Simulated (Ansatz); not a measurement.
Consider the following.

HfSi2:
```xyz
3
Lattice="-1.6373 1.6373 4.5249 1.6373 -1.6373 4.5249 1.6373 1.6373 -4.5249" Properties=species:S:1:pos:R:3 pbc="T T T"
Hf     0.0000     0.0000     0.0000
Si     0.0000     0.0000     2.8570
Si     0.0000     0.0000     6.1929
```

This is the PBE-relaxed structure.

Problem. All from the program Ansatz at the PBE level (PAW), unless another level is named. Estimate the electronic character.

Solution. metallic (no gap).

Problem. Next, the density of states at the Fermi level?

Solution. 0.66 states/eV per atom (mean over ±0.08 eV).

Problem. Give the formation energy from the elements (no fitted shifts).

Solution. -31 kJ/mol-atom.

Problem. Predict the gap with spin–orbit coupling.

Solution. none (metallic).

Space group I4/mmm (MoSi2 or CaC2 type). A made-up cell: these elements were put on the sites of a structure type; neither database checked (COD, Materials Project) lists it. COD files the formula under space group No. 63, so this cell is another polymorph or a model. Its standing as an ambient phase is unchecked. The cell was relaxed with PBE under the symmetry of its start; of distortions, only those at the zone centre were tested. The run is not spin-polarised. The references are the lowest solids computed at this level, not always the standard phases. Spin–orbit coupling is left out wherever it is not named.

Potentials: the later of the program's two PAW sets.
